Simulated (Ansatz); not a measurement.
A distorted cell of LiH (rock salt):

```
LiH
1.0
    0.00000     1.94999     2.02799
    1.94999     0.00000     2.02799
    1.94999     1.94999     0.00000
H Li
1 1
Direct
  0.00000   0.00000   0.00000
  0.50000   0.50000   0.50000
```

Calculation: r2SCAN (plane waves to 500 eV, PAW, scalar-relativistic; Ansatz, a program for electronic structure). k mesh 14×14×14 (Γ-centred), Fermi-Dirac smearing 0.05 eV. Energies are smeared free energies. Stress and pressure are positive under compression. LiH was relaxed with its symmetry unable to fall.

Question: Give the stress tensor in GPa and the pressure.

Answer: 
```
   2.72     0.00     0.00
   0.00     2.72     0.00
   0.00     0.00    -0.39
```
The pressure, a third of the trace, is 1.68 GPa.

Question: It is the relaxed cell deformed to V/V₀ = 0.960, (c/a)/(c/a)₀ = 1.040, c along z, fractional positions held. What is its energy relative to the relaxed cell?

Answer: 3.5 meV/atom.

(A scan under strain: stresses follow from slopes of the energy per volume, elastic moduli from its curvatures.)
